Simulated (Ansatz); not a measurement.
Layered crystal of Bi, relaxed:

```xyz
2
Lattice="2.2666 1.3086 3.8863 -2.2666 1.3086 3.8863 0.0000 -2.6172 3.8863" Properties=species:S:1:pos:R:3 pbc="T T T"
Bi    0.0000    0.0000    2.7643
Bi    0.0000    0.0000    8.8946
```

Level of theory: DFT PBE+D3(BJ), scalar-relativistic, plane waves, PAW in Ansatz 0.2.0. Cutoff 420 eV; k points 12×12×12 on the computed 2-atom cell (Γ-centred); Gaussian smearing, width 0.10 eV; no spin polarisation.

Task: What does it cost to take out one layer and relax it free-standing?

Result: 37.6 meV/Å² (335 meV/atom). The layer's area changes by -10.9 %. The layer, isolated along c and on a 9×9×1 mesh:

```yaml
crystal:
  lattice:
    - [4.27964, 0.00000, 0.00000]
    - [-2.13982, 3.70627, 0.00000]
    - [0.00000, 0.00000, 29.28452]
  periodic: [true, true, false]
  atoms:
    - { symbol: Bi, position: [0.33333, 0.66667, 0.47017] }
    - { symbol: Bi, position: [0.66667, 0.33333, 0.52983] }
```

Spin-orbit coupling is left out, which matters for the bands of heavy elements.

Of the 37.6 meV/Å², the D3 dispersion term gives 26.6 and the semilocal functional +11.0: beside dispersion there is some bonding between the layers. The layer changes its area by over 3 % when freed, so part of the cost is won back by that relaxation.
